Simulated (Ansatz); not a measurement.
Ga:
```cif
data_Ga4
_chemical_formula_sum 'Ga4'
_space_group_name_H-M_alt 'P 1'
_space_group_IT_number 1
_cell_length_a 4.40827
_cell_length_b 4.40827
_cell_length_c 4.52623
_cell_angle_alpha 90.000
_cell_angle_beta 90.000
_cell_angle_gamma 119.013
loop_
_space_group_symop_operation_xyz
  'x, y, z'
loop_
_atom_site_label
_atom_site_type_symbol
_atom_site_fract_x
_atom_site_fract_y
_atom_site_fract_z
_atom_site_occupancy
Ga1 Ga 0.65600 0.34400 0.41535 1
Ga2 Ga 0.34400 0.65600 0.58465 1
Ga3 Ga 0.84400 0.15600 0.91535 1
Ga4 Ga 0.15600 0.84400 0.08465 1
```

Relaxed with r²SCAN.

Question: Tabulate the valence density and the electron localisation function along the shortest Ga–Ga contact (2.49 Å), r²SCAN in the plane-wave PAW code Ansatz.

Answer: 

| distance from Ga (Å) | density (e/Å³) | ELF |
|---|---|---|
| 0.25 | 26.04 | 0.00 |
| 0.37 | 11.82 | 0.03 |
| 0.50 | 4.49 | 0.08 |
| 0.62 | 1.74 | 0.18 |
| 0.75 | 0.88 | 0.29 |
| 0.87 | 0.59 | 0.37 |
| 1.00 | 0.47 | 0.46 |
| 1.12 | 0.42 | 0.60 |
| 1.25 | 0.41 | 0.68 |
| 1.37 | 0.42 | 0.60 |
| 1.49 | 0.47 | 0.46 |
| 1.62 | 0.59 | 0.37 |
| 1.74 | 0.88 | 0.29 |
| 1.87 | 1.74 | 0.18 |
| 1.99 | 4.49 | 0.08 |
| 2.12 | 11.82 | 0.03 |
| 2.24 | 26.04 | 0.00 |

The density is the valence pseudo-density with augmentation charge, so density and ELF within about 1 Å of a nucleus are not all-electron values.

Space group Cmce (α-Ga). Symmetry was held in the r²SCAN relaxation; of distortions, only those at the zone centre were tested.

Potentials: the earlier of the program's two PAW sets.
